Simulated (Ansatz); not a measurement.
**Squeezing YHg**

```yaml
crystal:
  lattice:
    - [3.68000, 0.00000, 0.00000]
    - [0.00000, 3.68000, 0.00000]
    - [0.00000, 0.00000, 3.68000]
  atoms:
    - { symbol: Y, position: [0.50000, 0.50000, 0.50000] }
    - { symbol: Hg, position: [0.00000, 0.00000, 0.00000] }
```

The base volume is that of a database entry, so it needn't be at zero pressure; the structure needn't be the stable phase, at rest or compressed.

Its volume is scaled at fixed shape and fractional positions.

Level of theory: DFT with LDA, scalar-relativistic, in Ansatz 0.2.0; a Γ-centred 10×10×10 k mesh, Fermi–Dirac smearing of 0.05 eV, no spin polarisation. LAPW: all electrons, basis error target 1 meV/atom; PAW: frozen-core files, cutoff 420 eV.

Energies are extrapolated to zero smearing and count from the unscaled cell; pressure is positive in compression; gaps take the mesh and a band path. No temperature or zero-point motion is included.

Spin–orbit coupling is left out, which matters for the heavy atoms. The PAW files were made under PBE.

| V/V0 | V (Å³/atom) | P LAPW (GPa) | ΔE LAPW (eV/atom) | P PAW − LAPW (GPa) | ΔE PAW − LAPW (meV/atom) |
| --- | --- | --- | --- | --- | --- |
| 1.00 | 24.92 | -3.29 | 0.000 | -0.01 | 0.0 |
| 0.90 | 22.43 | 5.56 | 0.011 | -0.01 | -0.1 |
| 0.80 | 19.93 | 21.1 | ? | -0.01 | -0.3 |
| 0.55 | 13.70 | ? | 2.809 | -0.04 | -1.1 |

Question: Fill in "ΔE LAPW (eV/atom)" for the row "0.80".

Answer: 0.208.

Question: Give the missing entry: row "0.55", column "P LAPW (GPa)".

Answer: 145.2.

Question: From the table, what is the rise of the enthalpy H = E + pV up to the last row, and how stiff is the crystal between the last two rows?

Answer: ΔH = 2.809 eV + (145.2 GPa × 13.70 Å³ + 3.29 GPa × 24.92 Å³) × 0.006242 eV/(GPa·Å³) = 15.74 eV/atom, of which pV makes 82 %. The mean bulk modulus there is −ΔP/Δln V = 331 GPa.
